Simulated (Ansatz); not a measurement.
Tl3GaF6:
```
CELL_PARAMETERS angstrom
      0.00000     4.47339     4.47339
      4.47339     0.00000     4.47339
      4.47339     4.47339     0.00000
ATOMIC_POSITIONS crystal
  Tl 0.25000 0.25000 0.25000
  Tl 0.75000 0.75000 0.75000
  Tl 0.50000 0.50000 0.50000
  Ga 0.00000 0.00000 0.00000
  F  0.78891 0.21109 0.21109
  F  0.21109 0.78891 0.78891
  F  0.21109 0.78891 0.21109
  F  0.78891 0.21109 0.78891
  F  0.21109 0.21109 0.78891
  F  0.78891 0.78891 0.21109
```

Relaxed with r²SCAN+D4.

Problem. Give the Bader charges and basin volumes of the independent atoms, r²SCAN+D4 (plane waves, PAW; program Ansatz).

Solution. 

| atom | Bader charge (e) | Bader volume (Å³) |
|---|---|---|
| Tl1 | +0.88 | 30.4 |
| Tl3 | +0.90 | 24.7 |
| Ga4 | +2.18 | 6.3 |
| F5 | -0.81 | 14.5 |

Space group Fm-3m. The first step of the workflow began from a Materials Project structure, measured or hypothetical; the Crystallography Open Database copy checked does not list it. Whether it is the stable phase at ambient conditions was not checked. The cell was relaxed with r²SCAN+D4 under the symmetry of its start; whether a distortion lowers the energy is not shown. Spin–orbit coupling is left out wherever it is not named.

Potentials: the later of the program's two PAW sets.
